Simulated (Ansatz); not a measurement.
# Notes on HfZn2

```
Hf Zn
1.0
     0.00000    3.65141    3.65141
     3.65141    0.00000    3.65141
     3.65141    3.65141    0.00000
Hf Zn
2 4
Direct
  0.00000 0.00000 0.00000
  0.25000 0.25000 0.25000
  0.62500 0.62500 0.62500
  0.12500 0.62500 0.62500
  0.62500 0.62500 0.12500
  0.62500 0.12500 0.62500
```

Single point in Ansatz 0.2.0 with r2SCAN, no spin polarisation. Cutoff 500 eV, PAW datasets, 6×6×6 Γ-centred k mesh, methfessel-paxton filling (width 0.0109 eV).

Task: What does the stress say?

Result: The pressure is -0.9 GPa (compression positive), so with the atoms held at these fractions the cell would first shrink.

Task: What is the formation energy?

Result: -0.26 eV an atom against the elements' usual phases (free molecules for gases, crystals otherwise, with no correction for O₂ or N₂), so it is bound against them; other compounds may still compete. Relaxing would lower it.

Task: What happens at the Fermi level?

Result: It is a metal, with about 6.1 states/eV a cell as the mean within 0.25 eV of the Fermi level, mostly Hf d (79 %).

Task: Describe some of the short contacts.

Result: Zn–Zn at 2.58 Å: least valence density 0.26 e/Å³ and ELF 0.28 there. Hf–Zn at 3.03 Å: least valence density 0.19 e/Å³ and ELF 0.21 there. Hf–Hf at 3.16 Å: least valence density 0.19 e/Å³ and ELF 0.32 there. Both are smooth PAW fields, read partly inside the augmentation spheres.

Task: Which element gives electrons and which takes them?

Result: Bader charges in e: Hf +1.12, Zn -0.56. In the mean Hf gives up most and Zn takes most.

Origin: a database entry at a rescaled volume.
